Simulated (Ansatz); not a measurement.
The relaxed structure here is a generated cell of RbGeCl3: the first start was made by placing the elements on the sites of a structure type, and the end was not matched to a known phase here, so it may be hypothetical.

A structure of RbGeCl3 relaxed with r2SCAN (plane waves to 500 eV, PAW, scalar-relativistic; Ansatz, a program for electronic structure); single points at other levels follow on the same geometry (Ansatz, PAW; HSE06 at 420 eV on a 3×2×3 k-mesh; no spin-orbit coupling). Space group Pnma (No. 62).

```
RbGeCl3
1.0
    7.38614     0.00000     0.00000
    0.00000    10.46052     0.00000
    0.00000     0.00000     7.35313
Rb Ge Cl
4 4 12
Cartesian
  3.48177   2.61513   7.30842
  7.17484   2.61513   3.72128
  3.90436   7.84539   0.04472
  0.21129   7.84539   3.63185
  0.00000   0.00000   0.00000
  3.69307   5.23026   3.67657
  0.00000   5.23026   0.00000
  3.69307   0.00000   3.67657
  0.02068   2.61513   0.30542
  3.71375   2.61513   3.37115
  7.36546   7.84539   7.04771
  3.67239   7.84539   3.98199
  2.06706   5.45548   1.61736
  5.76013  10.23530   2.05921
  5.31908   0.22522   5.73577
  1.62601   5.00504   5.29393
  5.31908   5.00504   5.73577
  1.62601   0.22522   5.29393
  2.06706  10.23530   1.61736
  5.76013   5.45548   2.05921
```

| level | gap (eV) | kind | conduction minimum |
|---|---|---|---|
| r2SCAN | 1.15 | direct | Γ |
| HSE06 | 1.58 | – | Γ |

For this cell size the semilocal gaps come from the SCF mesh and high-symmetry points. No spin polarisation in the result.

The run could not lose the symmetry of its start: the end is stationary, and may be a saddle point rather than a minimum.
